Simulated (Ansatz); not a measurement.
LaAg$_{2}$:
```
CELL_PARAMETERS angstrom
      4.77112     3.66992     0.00000
     -4.77112     3.66992     0.00000
     -2.45068     0.00000     4.17152
ATOMIC_POSITIONS crystal
  La 0.28392 0.71608 0.53403
  La 0.71608 0.28392 0.46597
  Ag 0.12422 0.29258 0.16588
  Ag 0.87578 0.70742 0.83412
  Ag 0.29258 0.12422 0.83412
  Ag 0.70742 0.87578 0.16588
```

Relaxed with r²SCAN. Special points in fractions of this cell's reciprocal vectors: Γ (0.000, 0.000, 0.000); C (0.449, 0.449, 0.000); C2 (-0.449, 0.551, 0.000); Y2 (-0.500, 0.500, 0.000); M2 (-0.500, 0.500, 0.500); D (-0.250, 0.750, 0.500); D2 (0.250, 0.250, 0.500); A (0.000, 0.000, 0.500); L2 (0.000, 0.500, 0.500); V2 (0.000, 0.500, 0.000).

Problem. List the band energies nearest the Fermi level at these points for r²SCAN (plane waves, PAW; program Ansatz).

Solution. In eV from the Fermi level; about four levels below and three above (degenerate sets whole), none deeper than 8.9 eV; points with the same levels are listed once.

| k | below | above |
|---|---|---|
| Γ | -0.54 -0.31 -0.30 -0.09 | 0.19 0.97 1.45 |
| C | -3.38 -3.34 -2.46 -1.47 | 0.39 0.74 1.40 |
| Y2 | -3.43 -3.15 -2.40 -1.75 | 0.36 0.81 1.43 |
| M2 | -2.73 -0.48 -0.40 -0.24 | 0.29 0.74 0.75 |
| D | -2.30 -2.30 -0.12 -0.11 | 1.11 1.11 1.27 1.27 |
| L2 | -1.89 -1.89 -0.16 -0.16 | 0.87 0.87 1.21 1.21 |
| V2 | -3.96 -3.88 -1.21 -0.43 | 0.01 0.61 0.63 |

Space group Imma. The workflow started from a Materials Project entry (that database holds measured and hypothetical structures alike); the Crystallography Open Database copy checked does not list it. Its standing as an ambient phase is unchecked. The cell was relaxed with r²SCAN under the symmetry of its start; its stability against distortions is not shown here. No spin polarisation was allowed. Point labels and valley counts follow the cell and symmetry of the run, lower than the named group. Scalar-relativistic: spin–orbit coupling is off unless named, which matters more the heavier the elements.

Potentials: the later of the program's two PAW sets.
